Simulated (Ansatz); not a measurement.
# How the vibrations of MnPt change with volume

Method: DFT LDA, scalar-relativistic, plane waves, PAW (Ansatz). Settings: 420 eV plane-wave cutoff, Γ-centred 16×16×12 mesh, Gaussian smearing of 0.20 eV. Collinear spin, site moments 1.9, 0.1 μB. Phonons by linear response, acoustic sum rule imposed.

Equilibrium structure at this level:
```xyz
2
Lattice="2.6381 0.0000 0.0000 0.0000 2.6381 0.0000 0.0000 0.0000 3.6835" Properties=species:S:1:pos:R:3 pbc="T T T"
Mn    0.0000    0.0000    0.0000
Pt    1.3191    1.3191    1.8417
```

In a metal, frequencies depend on the k mesh and the smearing, soft modes most. Spin–orbit coupling is left out, which matters for heavy elements.

Cells at 0.98 and 1.02 times the equilibrium volume were relaxed in shape and atoms; γ = −d ln ν / d ln V, modes matched by rank.

Q: Give the optical frequencies at Γ (cm⁻¹) at the three volumes and the mode Grüneisen parameters.

A:
| 0.98 V | V | 1.02 V | γ | degeneracy |
| --- | --- | --- | --- | --- |
| 196 | 188 | 182 | 1.81 | 2 |
| 257 | 249 | 243 | 1.41 | 1 |

Q: What pressures hold the two strained cells, and what bulk modulus follows?

A: 5.23 GPa at 0.98 V and -4.26 GPa at 1.02 V, so B = −dP/d ln V ≈ 237 GPa.